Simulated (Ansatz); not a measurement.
**From a trial cell to the properties of Hf (hcp)**

**The experiment.** The Crystallography Open Database holds a cell as deposited of hexagonal Hf (space group P6_3/mmc), temperature not stated (1963): a, c = 3.197, 5.058 Å, 22.38 Å³/atom.

The computed numbers are results of r²SCAN, scalar-relativistic (no spin polarisation) in the plane-wave PAW code Ansatz at 500 eV, Γ-centred 16×16×8 mesh, 0.05 eV Gaussian smearing. The datasets are Ansatz's generated set soft_2.

The first cell, 0 % over the database's volume:

```yaml
crystal:
  lattice:
    - [3.20000, 0.00000, 0.00000]
    - [-1.60000, 2.77128, 0.00000]
    - [0.00000, 0.00000, 5.06240]
  atoms:
    - { symbol: Hf, position: [0.33333, 0.66667, 0.75000] }
    - { symbol: Hf, position: [0.66667, 0.33333, 0.25000] }
```

The runs in order:

| run | level | k-mesh | kind | V (Å³/atom) | P (GPa) | E − E(final) (meV/atom) | gap on the mesh (eV) |
| --- | --- | --- | --- | --- | --- | --- | --- |
| 1 | PBE, 420 eV | 8×8×4 | cell and atoms relaxed | 22.50 | 0.0 | – | metal |
| 2 | r²SCAN | 16×16×8 | shape and atoms relaxed, volume fixed | 22.50 | -0.7 | 0.3 | metal |
| 3 | r²SCAN | 16×16×8 | shape and atoms relaxed, volume fixed | 22.39 | -0.2 | 0.0 | metal |
| 4 | r²SCAN | 16×16×8 | shape and atoms relaxed, volume fixed | 22.36 | 0.0 | 0.0 | metal |

The cell is relaxed to zero pressure at this level.

The final structure (symmetry read at 0.01 Å). It takes space group P6_3/mmc (No. 194, hexagonal). Conventional cell: a = 3.198 Å, b = 3.198 Å, c = 5.046 Å, α = 90.00°, β = 90.00°, γ = 120.00°. Hf (site symmetry -6m2) has 12 Hf at 3.13 to 3.20 Å as nearest neighbours. (Neighbours are counted to 15 % beyond the shortest distance.)

```tsv
atom	site	symmetry	x	y	z
Hf	2d	-6m2	0.3333	0.6667	0.7500
```

At the final geometry the gap, band path included, is zero (metallic). The runs in the table took roughly 4 core-minutes.

**Comparison.** The computed cell (3.198, 5.046 Å, 22.36 Å³/atom) differs from the database's by −0.1 % in volume, about −0.0 % in length. Agreement this close is partly luck: the calculation is for a static lattice, the crystal has zero-point motion and thermal expansion.

Spin–orbit coupling, which matters for such heavy elements, is left out.
